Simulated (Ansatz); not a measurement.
Computed with Ansatz, DFT PBE, scalar-relativistic, plane waves, PAW. The final run on the 9-atom cell used 420 eV, a Γ-centred 6×6×6 mesh, 0.02 eV smearing and no spin polarisation.

Formation energies are uncorrected and count from the elements' standard states at the same level.

Task: Propose a candidate for a trigonal narrow-gap semiconductor that holds Hf and 2 more elements, with a gap near 0.4 eV, a formation energy near −1.35 eV/atom and a density near 5.4 g/cm³, in a cell of 9 atoms.

Result: HfZr₂Se₆, space group R-3 (No. 148). Around Zr lie 6 Se at 2.71 Å, 3 Hf at 3.79 Å and 3 Zr at 3.79 Å; Hf is surrounded by 6 Se at 2.69 Å and 6 Zr at 3.79 Å; Se is surrounded by 1 Hf at 2.69 Å and 2 Zr at 2.71 Å.

```
Zr Hf Se
1.0
     3.28178    1.89474    6.94147
    -3.28178    1.89474    6.94147
     0.00000   -3.78948    6.94147
Zr Hf Se
2 1 6
Direct
  0.66666 0.66666 0.66666
  0.33334 0.33334 0.33334
  0.00000 0.00000 0.00000
  0.07592 0.40707 0.74479
  0.74479 0.07592 0.40707
  0.40707 0.74479 0.07592
  0.59293 0.25521 0.92408
  0.25521 0.92408 0.59293
  0.92408 0.59293 0.25521
```

- Volume per atom: 28.8 Å³
- Density: 5.4 g/cm³
- Formation energy: −1.354 eV/atom
- Gap on the 6×6×6 mesh of the 9-atom cell: 0.45 eV

The structure comes from a generated guess, relaxed at this level; another structure or a mixture of phases may lie lower. The answer needn't be unique; the calculation gave this one.

Weakly bound directions are ill-defined at this level, which has no dispersion term. These runs have no spin–orbit coupling, which can matter for Hf. Kohn–Sham gaps at this level usually fall short of measured ones. The reference form of Se is held partly by dispersion forces, which this level lacks. A structure relaxed within its symmetry needn't be a true minimum.
